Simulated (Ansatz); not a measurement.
SnSe2 (CdI2 type)

```xyz
3
Lattice="3.7936 0.0000 0.0000 -1.8968 3.2854 0.0000 0.0000 0.0000 5.7438" Properties=species:S:1:pos:R:3 pbc="T T T"
Sn     0.0000     0.0000     0.0000
Se     0.0000     2.1903     1.5854
Se     1.8968     1.0951     4.1584
```

The slice is a (-1 1 0 2) plane (indices of the conventional cell) through the point (0.333, 0.667, 0.276) (fractional), spanned by u = [110] and v = [1 -1 1] in vectors of this cell: u (3.79 Å) and v (8.73 Å, at 90° to u). It covers one period; positions are fractions (u, v).

Computed with PBEsol-D3(BJ) (plane waves to 420 eV, PAW, scalar-relativistic; Ansatz, an electronic-structure program). k mesh 10×10×6. Near the nuclei the fields are pseudised (PAW); where an atom keeps semicore shells as valence, they peak there. At this level the bands of SnSe2 touch or barely overlap; measurements give the solid a gap. SnSe2 was relaxed with its symmetry unable to fall.

**Question.** Sketch the electrostatic potential energy of an electron, from the cell's mean on this plane as a map.

**Answer.** 
```tsv
v \ u	0.00	0.10	0.20	0.30	0.40	0.50	0.60	0.70	0.80	0.90
0.92	x	x	<-2.0	3.0	4.9	5.2	4.9	3.0	<-2.0	x
0.83	<-2.0	-0.8	1.8	3.8	4.9	5.2	4.9	3.8	1.8	-0.8
0.75	x	x	x	-1.3	3.3	4.4	3.3	-1.3	x	x
0.67	x	x	x	<-2.0	2.6	4.0	2.6	<-2.0	x	x
0.58	x	<-2.0	<-2.0	2.4	4.4	5.0	4.4	2.4	<-2.0	<-2.0
0.50	-1.4	0.2	2.9	4.8	5.6	5.9	5.6	4.8	2.9	0.2
0.42	x	x	x	2.5	5.4	6.0	5.4	2.5	x	x
0.33	x	x	<-2.0	3.3	5.7	6.2	5.7	3.3	<-2.0	x
0.25	2.7	3.5	5.0	6.0	6.4	6.5	6.4	6.0	5.0	3.5
0.17	4.7	5.0	5.7	6.2	6.4	6.5	6.4	6.2	5.7	5.0
0.08	x	x	<-2.0	3.6	5.5	5.9	5.5	3.6	<-2.0	x
0.00	x	x	x	-0.6	4.4	5.1	4.4	-0.6	x	x
```

Values: electrostatic potential energy of an electron, from the cell's mean, in eV. Points within 1 Å of a nucleus are blanked (x), as the pseudised field means little there. Values under -2 eV are set to -2. The zero, the cell's mean, hangs on the PAW cores.
